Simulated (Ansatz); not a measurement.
BeS:
```
CELL_PARAMETERS angstrom
      3.43687     0.00000     0.00000
     -1.71843     2.97641     0.00000
      0.00000     0.00000     7.80468
ATOMIC_POSITIONS crystal
  Be 0.50000 0.00000 0.00000
  Be 0.00000 0.50000 0.33333
  Be 0.50000 0.50000 0.66667
  S  0.50000 0.00000 0.50000
  S  0.00000 0.50000 0.83333
  S  0.50000 0.50000 0.16667
```

Relaxed with r²SCAN+D4. Special points in fractions of this cell's reciprocal vectors: Γ (0.000, 0.000, 0.000); M (0.500, 0.000, 0.000); K (0.333, 0.333, 0.000); A (0.000, 0.000, 0.500); L (0.500, 0.000, 0.500); H (0.333, 0.333, 0.500).

Task: List the band energies nearest the valence-band maximum at these points for the program Ansatz at the r²SCAN+D4 level (PAW).

Result: In eV from the valence-band maximum; about four levels below and three above (degenerate sets whole), none deeper than 8.9 eV; points with the same levels are listed once.

```
k                          below                above
-  -----------------------------  -------------------
Γ         -0.66 -0.66 -0.30 0.00       4.68 4.68 5.64
M        -2.29 -2.22 -1.78 -1.71       3.16 3.39 4.30
K  -4.01 -4.01 -2.60 -1.76 -1.76       4.51 4.77 4.77
A        -0.72 -0.45 -0.45 -0.38  4.15 5.72 5.87 5.87
L        -2.52 -2.04 -1.70 -1.29       3.68 4.35 4.63
H        -3.38 -3.38 -2.70 -1.22  4.90 5.57 6.53 6.53
```

Space group P6_422. The start of the workflow was typed in or built on a structure type; neither database checked (COD, Materials Project) lists it. COD files the formula under space group No. 216, so this cell is another polymorph or a model. Whether it is the stable phase at ambient conditions was not checked. Symmetry was held in the r²SCAN+D4 relaxation; whether a distortion lowers the energy is not shown.

Potentials: the earlier of the program's two PAW sets.
